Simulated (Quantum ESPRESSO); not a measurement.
# GaRe7: input and log of a self-consistent run

Simulated, not a measurement. The program is pw.x of Quantum ESPRESSO 7.5 (plane-wave density functional theory). The cell is made up: eight metal atoms on a face-centred cubic lattice, with elements, volume, strain and displacements drawn at random and not relaxed, so it may be unstable or far from any real phase. PseudoDojo standard norm-conserving files set the functional (PBE unless stated); there is no spin polarisation or spin-orbit coupling, the Fermi-Dirac width of 0.25 eV means electrons at about 2900 K, and the masses in the input are unused placeholders. Heavy elements are run without spin-orbit coupling, which real alloys of them have. A spin test at this wide smearing found no moment, but such smearing suppresses magnetism that the real alloy may have.

Input:

```
&control calculation='scf', pseudo_dir='./dojo.nc.sr.pbe.v0_5.standard.upf', outdir='./o', disk_io='minimal', tprnfor=.true., tstress=.true. /
&system ibrav=0, nat=8, ntyp=2, nbnd=76, ecutwfc=79.96652505, nosym=.true., tot_charge=0,
 occupations='smearing', smearing='fd', degauss=0.0183746611
/
&electrons conv_thr=1.470e-08, electron_maxstep=70, mixing_beta=0.5 /
ATOMIC_SPECIES
Ga 1.0 Ga.upf
Re 1.0 Re.upf
CELL_PARAMETERS angstrom
0.0 -1.9773 -1.9773
-5.9319 -1.9773 0.0
-1.9773 3.9546 -5.9319
ATOMIC_POSITIONS angstrom
Ga 0.0368 0.045 -0.0046
Re -1.876 2.0049 -3.9184
Re -1.9446 0.0196 -2.0055
Re -3.9243 2.0187 -6.0058
Re -3.9028 0.0829 -3.9978
Re -3.9393 -2.0383 -2.0304
Re -5.9552 0.0299 -5.8246
Re -5.8132 -1.9047 -3.9535
K_POINTS automatic
9 4 3 1 1 1
```

The log is shortened where brackets say so; the opening notice, blank lines, dates and the lines on written files are dropped, and the path of the files is cut. It prints rydbergs, bohrs and kilobars, and counts compression as positive stress. Its total energy is the free energy E - TS of the whole cell.

```
     Program PWSCF v.7.5
     Parallel version (MPI & OpenMP), running on       4 processor cores
     Number of MPI processes:                 4
     Threads/MPI process:                     1
     [start-up lines left out]
     bravais-lattice index     =            0
     lattice parameter (alat)  =       5.2843  a.u.
     unit-cell volume          =     834.7074 (a.u.)^3
     number of atoms/cell      =            8
     number of atomic types    =            2
     number of electrons       =       118.00
     number of Kohn-Sham states=           76
     kinetic-energy cutoff     =      79.9665  Ry
     charge density cutoff     =     319.8661  Ry
     scf convergence threshold =      1.5E-08
     mixing beta               =       0.5000
     number of iterations used =            8  plain     mixing
     Exchange-correlation= PBE
                           (   1   4   3   4   0   0   0)
     [axes and pseudopotential details left out]
   Cartesian axes
     site n.     atom                  positions (alat units)
         1        Ga     tau(   1) = (   0.0131601   0.0160926  -0.0016450  )
         2        Re     tau(   2) = (  -0.6708807   0.7169769  -1.4012680  )
         3        Re     tau(   3) = (  -0.6954129   0.0070092  -0.7171914  )
         4        Re     tau(   4) = (  -1.4033779   0.7219119  -2.1477479  )
         5        Re     tau(   5) = (  -1.3956892   0.0296461  -1.4296624  )
         6        Re     tau(   6) = (  -1.4087421  -0.7289211  -0.7260960  )
         7        Re     tau(   7) = (  -2.1296527   0.0106926  -2.0829485  )
         8        Re     tau(   8) = (  -2.0788718  -0.6811441  -1.4138202  )
     number of k points=    54  Fermi-Dirac smearing, width (Ry)=  0.0184
                       cart. coord. in units 2pi/alat
        k(    1) = (  -0.0552427  -0.0110485  -0.0675189), wk =   0.0370370
        k(    2) = (   0.0036828  -0.1878252   0.1092578), wk =   0.0370370
     [further k points left out]
     Dense  grid:    80551 G-vectors     FFT dimensions: (  32,  72,  80)
     Estimated max dynamical RAM per process >     316.16 MB
     Estimated total dynamical RAM >       1.18 GB
     Initial potential from superposition of free atoms
     starting charge     117.9951, renormalised to     118.0000
     Starting wfcs are   79 randomized atomic wfcs
     total cpu time spent up to now is        9.2 secs
     per-process dynamical memory:   258.9 Mb
     Self-consistent Calculation
     iteration #  1     ecut=    79.97 Ry     beta= 0.50
     Davidson diagonalization with overlap
     ethr =  1.00E-02,  avg # of iterations =  3.4
     Threshold (ethr) on eigenvalues was too large:
     Diagonalizing with lowered threshold
     Davidson diagonalization with overlap
     ethr =  2.39E-04,  avg # of iterations =  5.3
     total cpu time spent up to now is       53.0 secs
     total energy              =   -1367.94648933 Ry
     estimated scf accuracy    <       0.31661594 Ry
     iteration #  2     ecut=    79.97 Ry     beta= 0.50
     Davidson diagonalization with overlap
     ethr =  2.68E-04,  avg # of iterations =  2.6
     total cpu time spent up to now is       74.7 secs
     total energy              =   -1367.78533863 Ry
     estimated scf accuracy    <       1.68778371 Ry
     iteration #  3     ecut=    79.97 Ry     beta= 0.50
     Davidson diagonalization with overlap
     ethr =  2.68E-04,  avg # of iterations =  2.1
     total cpu time spent up to now is       94.5 secs
     total energy              =   -1367.94817504 Ry
     estimated scf accuracy    <       0.89826638 Ry
     iteration #  4     ecut=    79.97 Ry     beta= 0.50
     Davidson diagonalization with overlap
     ethr =  2.68E-04,  avg # of iterations =  2.0
     total cpu time spent up to now is      113.1 secs
     total energy              =   -1367.98128247 Ry
     estimated scf accuracy    <       0.29003226 Ry
     iteration #  5     ecut=    79.97 Ry     beta= 0.50
     Davidson diagonalization with overlap
     ethr =  2.46E-04,  avg # of iterations =  1.0
     total cpu time spent up to now is      130.4 secs
     total energy              =   -1368.00614378 Ry
     estimated scf accuracy    <       0.07186964 Ry
     [iterations 6 to 12 left out]
     iteration # 13     ecut=    79.97 Ry     beta= 0.50
     Davidson diagonalization with overlap
     ethr =  3.49E-09,  avg # of iterations =  2.0
     total cpu time spent up to now is      278.3 secs
     total energy              =   -1368.01353267 Ry
     estimated scf accuracy    <       0.00000954 Ry
     iteration # 14     ecut=    79.97 Ry     beta= 0.50
     Davidson diagonalization with overlap
     ethr =  3.49E-09,  avg # of iterations =  2.0
     total cpu time spent up to now is      296.7 secs
     total energy              =   -1368.01353318 Ry
     estimated scf accuracy    <       0.00000811 Ry
     iteration # 15     ecut=    79.97 Ry     beta= 0.50
     Davidson diagonalization with overlap
     ethr =  3.49E-09,  avg # of iterations =  1.2
     total cpu time spent up to now is      314.4 secs
     total energy              =   -1368.01353361 Ry
     estimated scf accuracy    <       0.00000139 Ry
     iteration # 16     ecut=    79.97 Ry     beta= 0.50
     Davidson diagonalization with overlap
     ethr =  1.18E-09,  avg # of iterations =  1.0
     total cpu time spent up to now is      331.2 secs
     total energy              =   -1368.01353377 Ry
     estimated scf accuracy    <       0.00000021 Ry
     iteration # 17     ecut=    79.97 Ry     beta= 0.50
     Davidson diagonalization with overlap
     ethr =  1.81E-10,  avg # of iterations =  1.1
     total cpu time spent up to now is      348.3 secs
     End of self-consistent calculation
     [lines on levels left out]
!    total energy              =   -1368.01353378 Ry
     estimated scf accuracy    <          9.4E-09 Ry
     smearing contrib. (-TS)   =      -0.11322819 Ry
     internal energy E=F+TS    =   -1367.90030559 Ry
     The total energy is F=E-TS. E is the sum of the following terms:
     one-electron contribution =    -192.32544478 Ry
     hartree contribution      =     175.78703610 Ry
     xc contribution           =    -283.94187293 Ry
     ewald contribution        =   -1067.42002398 Ry
     convergence has been achieved in  17 iterations
     Forces acting on atoms (cartesian axes, Ry/au):
     atom    1 type  1   force =    -0.00360372   -0.00511303    0.00029282
     atom    2 type  2   force =    -0.02936032   -0.01684052    0.00973355
     atom    3 type  2   force =    -0.03701983    0.01681608   -0.01361046
     atom    4 type  2   force =    -0.02539179   -0.02828843    0.03678865
     atom    5 type  2   force =     0.00430036   -0.00771302    0.01191032
     atom    6 type  2   force =     0.04491751    0.03371301   -0.01453688
     atom    7 type  2   force =     0.06778482    0.01284974   -0.02446192
     atom    8 type  2   force =    -0.02162704   -0.00542383   -0.00611608
     Total force =     0.124075     Total SCF correction =     0.000565
     Computing stress (Cartesian axis) and pressure
          total   stress  (Ry/bohr**3)                   (kbar)     P=      -83.20
  -0.00062667   0.00003458   0.00000449          -92.19        5.09        0.66
   0.00003458  -0.00058359   0.00007718            5.09      -85.85       11.35
   0.00000449   0.00007718  -0.00048656            0.66       11.35      -71.58
     init_run     :      8.37s CPU      8.78s WALL (       1 calls)
     electrons    :    329.47s CPU    339.09s WALL (       1 calls)
     forces       :      3.74s CPU      3.79s WALL (       1 calls)
     stress       :     12.62s CPU     13.01s WALL (       1 calls)
     [timing details left out]
     PWSCF        :   5m54.71s CPU   6m 5.29s WALL
     JOB DONE.
```

In other units: free energy -18612.772 eV for the cell, pressure -8.32 GPa, largest force component 1.743 eV/Å in size. The run took 367 s of wall time with four MPI processes on a shared machine (AMD EPYC, older, virtual cores), so the time is rough. A rerun of this cell at a higher cutoff and on a denser mesh moved values by no more than 0.003 eV in energy, 0.12 GPa in stress and 0.014 eV/Å in force, and a second program with other atomic files agreed on that cell to 2 % rms in force and 0.5 GPa in pressure.